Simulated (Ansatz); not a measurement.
NbN (rock salt)

```
CELL_PARAMETERS angstrom
      0.00000     2.21065     2.21065
      2.21065     0.00000     2.21065
      2.21065     2.21065     0.00000
ATOMIC_POSITIONS crystal
  N  0.00000 0.00000 0.00000
  Nb 0.50000 0.50000 0.50000
```

Two coordinates are scanned: the volume, and the ratio of the stretch along z (the conventional c axis) to the stretch across it. Atoms keep their fractional coordinates.

All values below come from PBE (plane waves to 420 eV, PAW, scalar-relativistic; Ansatz, a quantum-chemistry and plane-wave program). k mesh 18×18×18 (Γ-centred), Fermi-Dirac smearing 0.05 eV. Compression counts positive. With partly filled bands, the response to shear is sensitive to the k mesh, so small differences along c/a are uncertain. NbN is run without spin polarisation. NbN was relaxed with its symmetry unable to fall. This is a high-temperature form of NbN. 

| σzz − σxx (GPa) | V/V₀ = 0.960 | V/V₀ = 0.980 | V/V₀ = 1.000 | V/V₀ = 1.020 | V/V₀ = 1.040 |
|---|---|---|---|---|---|
| (c/a)/(c/a)₀ = 0.920 | 59.4 | 53.9 | 48.8 | 44.2 | 39.9 |
| (c/a)/(c/a)₀ = 0.960 | … | 25.2 | … | 20.6 | … |
| (c/a)/(c/a)₀ = 1.000 | 0.0 | 0.0 | 0.0 | 0.0 | 0.0 |
| (c/a)/(c/a)₀ = 1.040 | … | -20.5 | … | -16.4 | -14.6 |
| (c/a)/(c/a)₀ = 1.080 | -39.9 | -35.6 | -31.6 | … | -24.6 |

Task: Some entries are withheld; supply them.

Result: 
- (c/a)/(c/a)₀ = 0.960, V/V₀ = 0.960: 27.8
- (c/a)/(c/a)₀ = 0.960, V/V₀ = 1.000: 22.8
- (c/a)/(c/a)₀ = 0.960, V/V₀ = 1.040: 18.5
- (c/a)/(c/a)₀ = 1.040, V/V₀ = 0.960: -22.9
- (c/a)/(c/a)₀ = 1.040, V/V₀ = 1.000: -18.4
- (c/a)/(c/a)₀ = 1.080, V/V₀ = 1.020: -27.9

(A scan under strain: stresses follow from slopes of the energy per volume, elastic moduli from its curvatures.)
